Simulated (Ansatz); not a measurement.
YSi under strain

Theory: Ansatz, DFT PBEsol, scalar-relativistic, plane waves, PAW. (420 eV cutoff, 8×4×10 k-mesh, Gaussian smearing of 0.10 eV, no spin polarisation)

Starting point, cell and atoms relaxed:

```yaml
crystal:
  lattice:
    - [4.23416, 0.00000, 0.00000]
    - [0.00000, 10.45325, 0.00000]
    - [0.00000, 0.00000, 3.80807]
  atoms:
    - { symbol: Y, position: [0.50000, 0.35967, 0.75000] }
    - { symbol: Y, position: [0.00000, 0.14033, 0.25000] }
    - { symbol: Y, position: [0.00000, 0.85967, 0.75000] }
    - { symbol: Y, position: [0.50000, 0.64033, 0.25000] }
    - { symbol: Si, position: [0.50000, 0.07623, 0.75000] }
    - { symbol: Si, position: [0.00000, 0.42377, 0.25000] }
    - { symbol: Si, position: [0.00000, 0.57623, 0.75000] }
    - { symbol: Si, position: [0.50000, 0.92377, 0.25000] }
```

Deformation: shear that moves c along a by the strain times its height over the a-b plane, the cell held and the atoms relaxed, all within the symmetry that the strain leaves. Energies are extrapolated to zero smearing. On this cell's mesh the reference holds a stress of up to 0.19 GPa.

```
strain (%)  ΔE (meV/atom) a (Å) b (Å) c (Å)
      -3.0            6.6  4.234  10.453  3.810
      -2.0            2.9  4.234  10.453  3.809
      -1.0            0.7  4.234  10.453  3.808
      +0.0            0.0  4.234  10.453  3.808
      +1.0            0.7  4.234  10.453  3.808
      +2.0            2.9  4.234  10.453  3.809
      +3.0            6.6  4.234  10.453  3.810
```

What stiffness (1/V) d²E/dε² at zero strain does a cubic fit over all points give?

A cubic fit gives (1/V) d²E/dε² = 111 GPa at zero strain (the shear constant for this plane and direction).